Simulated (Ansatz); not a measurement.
A relaxed cell of Ta3As4 is given with its symmetry left out. The cell was found from a structure generator's guess, not taken from experiment.

The calculation used DFT PBE, scalar-relativistic, plane waves, PAW (Ansatz 0.2.0). Cutoff 420 eV, Γ-centred mesh, Gaussian smearing, no spin polarisation.

```
Ta As
1.0
    -3.18455    3.18455    3.18455
     3.18455   -3.18455    3.18455
     3.18455    3.18455   -3.18455
Ta As
3 4
Cartesian
  3.1845 0.0000 0.0000
  0.0000 3.1845 0.0000
  0.0000 0.0000 3.1845
  1.5923 1.5923 1.5923
  1.5923 1.5923 -1.5923
  1.5923 -1.5923 1.5923
  -1.5923 1.5923 1.5923
```

Formation energies are uncorrected and refer to the elements' standard structures at the same level.

(1) Find its symmetry and describe it.

(2) How far does it lie from the elements in energy?

(3) Is it a metal?

Results:

(1) Im-3m (No. 229). Conventional cell: a = 6.369 Å. Ta is surrounded by 8 As at 2.76 Å and 4 Ta at 3.18 Å; around As lie 6 Ta at 2.76 Å and 6 As at 3.18 Å.

(2) +0.05 eV/atom. A positive value: parting into the elements would lower its energy.

(3) Yes, bands cross the Fermi level on the 8×8×8 mesh.

The last run used an 8×8×8 mesh for its 7-atom cell and Gaussian smearing of 0.10 eV. These runs have no spin–orbit coupling, which can matter for Ta. The cell is a metal run without spin; a magnetic state may lie lower. The reference form of As is held partly by dispersion forces, which this level lacks. A structure relaxed within its symmetry needn't be a true minimum.
